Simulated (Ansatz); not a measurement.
B$_{2}$O$_{3}$ in space group P-62c (No. 190; O on 6h, B on 2d, B on 2b) under volume change, plane-wave PAW r²SCAN+D4 (Ansatz code), shape and atoms relaxed at each volume.

```
V (Å³/atom)  E − E(relaxed) (meV/atom)  P (GPa)
-----------  -------------------------  -------
9.623                              ___      ___
9.940                              3.3     1.85
10.257                             0.7     0.78
10.575                             0.0     0.00
10.892                             0.6    -0.55
11.209                             ___      ___
11.526                             4.2    -1.14
```

Q: Fill in the missing entries.

A: 
- 11.209, E − E(relaxed) (meV/atom): 2.1
- 11.209, P (GPa): -0.92
- 9.623, E − E(relaxed) (meV/atom): 8.4
- 9.623, P (GPa): 3.30

Q: What does a third-order Birch–Murnaghan fit give for V₀, B₀ and B′?

A: V₀ = 10.57 Å³/atom, B₀ = 21.9 GPa, B′ = 10.7.

The start of the workflow was typed in or built on a structure type; neither database checked (COD, Materials Project) lists it. COD files the formula under space group No. 144, 152. Whether it is the stable phase at ambient conditions was not checked. Symmetry was held in the r²SCAN+D4 relaxation; whether a distortion lowers the energy is not shown.

Potentials: the earlier of the program's two PAW sets. The files were generated under PBE; for other functionals the program regenerates the frozen cores, and for LDA and PBEsol the local potential too.
